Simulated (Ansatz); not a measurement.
**SiO2: a ladder of calculations**

Cell of run 1: a COD entry, taken as it stands.

Space group P4_12_12 (No. 92); a = 4.9727, c = 6.9257 Å.

| site | Wyckoff | site symmetry | x | y | z |
| --- | --- | --- | --- | --- | --- |
| Si | 4a | ..2 | 0.3007 | 0.3007 | 0.0000 |
| O | 8b | 1 | 0.2390 | 0.1041 | 0.1787 |

One atom of each set is listed.

Relaxed positions (PBE, cell held):

Si (0.3055, 0.3055, 0.0000)
O (0.2365, 0.1167, 0.1852)

All runs are DFT with Ansatz 0.2.0 (plane waves and PAW, scalar-relativistic unless spin–orbit coupling is named, Γ-centred meshes, Fermi–Dirac smearing where given) in this cell.

Run 1: PBE, atoms as given; 420 eV, 5×5×4 k-points, smearing 0.02 eV.
Run 2: PBE, atoms relaxed; 420 eV, 5×5×4 k-points, smearing 0.02 eV.
Run 3: r2SCAN, at the relaxed atoms; 500 eV, 5×5×4 k-points, smearing 0.02 eV.
Run 4: PBE, gradients read without the response of the cores, at the relaxed atoms; 420 eV, 5×5×4 k-points, smearing 0.02 eV.

```
run   Si V_zz (η)   O V_zz (η)
  1   0.52 (0.99)  9.10 (0.14)
  2             ?            ?
  3  -0.40 (0.84)  9.33 (0.19)
  4  -0.37 (0.91)  9.75 (0.19)
```

V_zz in 10²¹ V/m².

Task: Estimate the row of run 2.

Result: Si: -0.40 (0.90); O: 9.45 (0.19). It lies nearest to run 3, from whose tensors on these sites it differs by 0.13 at most (largest principal value of the difference, on O). Taken one at a time, the positions of the atoms (as given or relaxed) move the tensors on these sites by up to 0.50 (largest principal value of the change, on O), the response of the cores by 0.30 (O), the functional (r2SCAN with its higher cutoff) by 0.13 (O). On some sites the largest principal value moves to another axis from run to run, and the sign of V_zz can flip with it.

In runs 1, 3 the atoms aren't at the calculated equilibrium (largest force 0.48, 0.29 eV/Å). The cell isn't the equilibrium one in run 1 (calculated pressure 8 GPa), and the entry's cell may itself be off.
